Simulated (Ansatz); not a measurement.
MoSe:
```cif
data_Mo6Se6
_chemical_formula_sum 'Mo6 Se6'
_space_group_name_H-M_alt 'P63/mcm'
_space_group_IT_number 193
_space_group_name_Hall '-P 6c 2'
_cell_length_a 9.01516
_cell_length_b 9.01516
_cell_length_c 4.41665
_cell_angle_alpha 90.000
_cell_angle_beta 90.000
_cell_angle_gamma 120.000
loop_
_atom_site_label
_atom_site_type_symbol
_atom_site_symmetry_multiplicity
_atom_site_Wyckoff_symbol
_atom_site_fract_x
_atom_site_fract_y
_atom_site_fract_z
_atom_site_occupancy
Mo1 Mo 6 g 0.17351 0.17351 0.75000 1
Se1 Se 6 g 0.33396 0.33396 0.25000 1
```

Relaxed at zero pressure with DFT-r²SCAN+D4 in the program Ansatz with PAW potentials.

The volume is raised by 9 % and shape and atoms relax at that volume. What pressure results, and how do the axes share the change?

-0.7 GPa; a 4.4 %, b 4.4 %, c 0.1 %; the energy rises by 6 meV/atom.

Give the new structure.


Space group P6₃/mcm (No. 193); a = b = 9.4097 Å, c = 4.4189 Å, α = β = 90.00°, γ = 120.00°

```csv
atom,site,symmetry,x,y,z
Mo,6g,m2m,0.1665,0.1665,0.7500
Se,6g,m2m,0.3206,0.3206,0.2500
```

The phase is kept; no other phase was compared at this pressure.

Space group P6_3/mcm. The start of the workflow was typed in or built on a structure type; neither database checked (COD, Materials Project) lists it. Whether it is the stable phase at ambient conditions was not checked. The cell was relaxed with r²SCAN+D4 under the symmetry of its start; its stability against distortions is not shown here. The workflow began spin-polarised and lost its moments.

Potentials: the earlier of the program's two PAW sets.
